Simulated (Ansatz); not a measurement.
**Pt: an elastic constant from a strain scan**

Computed with DFT PBEsol, scalar-relativistic, plane waves, PAW (Ansatz). Settings: plane waves to 420 eV, k-mesh 26×26×26 (Γ-centred), Gaussian smearing 0.15 eV. Spin–orbit coupling is left out, which can shift energies with elements as heavy as these. No spin polarisation. Energies are free energies at this smearing, counted from the undisturbed cell; pressure is positive in compression.

The undisturbed cell (relaxed at this level; with this scan's settings it stands at 0.1 GPa; this bcc form isn't the usual structure):

```
Pt
1.0
    -1.56047    1.56047    1.56047
     1.56047   -1.56047    1.56047
     1.56047    1.56047   -1.56047
Pt
1
Direct
  0.00000 0.00000 0.00000
```

The cell is strained by ε times the Voigt pattern (1, -1, 0, 0, 0, 0) (xx, yy, zz, yz, xz, xy; engineering shear) with fractional coordinates fixed. The cell holds 1 atom in V0 = 15.20 Å³. The stress column is τ = (1/V0) dE/dε, got from the stress tensor σ (compression positive) at each point as −det(1 + εP) σ : P(1 + εP)⁻¹, with P the pattern as a tensor.

```csv
ε,ΔE (meV/atom),τ (GPa)
-0.0350,-11.355,6.521
-0.0300,-8.457,5.696
-0.0200,-3.857,3.974
-0.0100,-0.983,2.056
0.0000,0.000,0.000
0.0100,-0.983,-2.056
0.0200,-3.857,-3.974
0.0300,-8.457,-5.696
0.0350,-11.355,-6.521
0.0400,?,?
```

Question: Which combination of elastic constants does this scan measure, and how large is it?

Answer: For small ε, τ = τ0 + Kε with K = pᵀCp, which for this pattern is 2(C11 − C12) in the cubic axes. The parabola through τ at ε = -0.0100, 0 and 0.0100 has slope K = -206 GPa at zero. The energies per cell, E = NΔE, of the same two points give K = 2[E(ε₊)/ε₊ − E(ε₋)/ε₋]/[(ε₊ − ε₋)V0] = -207 GPa, in agreement. K is negative: with the atoms carried along, the cell is unstable to this strain.

Question: Predict the withheld row at ε = 0.0400 from the harmonic law, and compare.

Answer: ΔE = V0(τ0 ε + Kε²/2)/N = -15.602 meV/atom and τ = -8.22 GPa. The calculation gives -14.642 meV/atom and -7.33 GPa: the energy lies 6 % above the harmonic value.

In a metal these slopes depend on the k mesh and the smearing.